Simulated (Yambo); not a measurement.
NaOH: sweep of GW parameters

G0W0@PBEsol for NaOH (space group Pbcm, No. 57) in Yambo. Reference settings: 4×2×2 Γ-centred k mesh, bands 5 to 267 and a 10 Ry block in the screening, 267 bands in G with the Bruneval-Gonze terminator, plasmon pole fitted at 27.2 eV. The PBEsol gap Γ → Γ on this mesh is 3.53 eV; G0W0 gaps are taken between the same points.

```csv
change from the reference,G0W0 gap Γ → Γ (eV),shift of the valence edge (eV),rough Yambo cost
reference settings,6.42,-1.72,1
"102 bands in W, 102 bands in G",6.49,-1.55,about 1/3
"173 bands in W, 173 bands in G",6.43,-1.67,within a factor of two
173 bands in G,6.43,-1.73,–
126 bands in W,6.45,-1.60,within a factor of two
1 Ry block,7.69,-2.66,within a factor of two
8 Ry block,6.36,-1.68,within a factor of two
pole fitted at 40 eV,6.46,-1.79,–
no random integration,6.31,-1.49,–
"102 bands in G, no terminator",6.08,-1.10,–
"173 bands in G, no terminator",6.22,-1.39,–
no terminator,6.31,-1.54,–
```

The reference isn't shown to be the converged limit. Costs are rough (shared machines), scaled to the same edge states, and given only for runs that recompute the screening.

Geometry of the Materials Project entry, not relaxed at this level; primitive cell a = 3.1260 Å, b = 5.8671 Å, c = 6.1043 Å, α = β = γ = 90.00°.

The structure is a Materials Project entry; no match was found in the copy of COD used, and its stability was not checked.

A shift is the quasiparticle energy of the state minus its PBEsol energy.
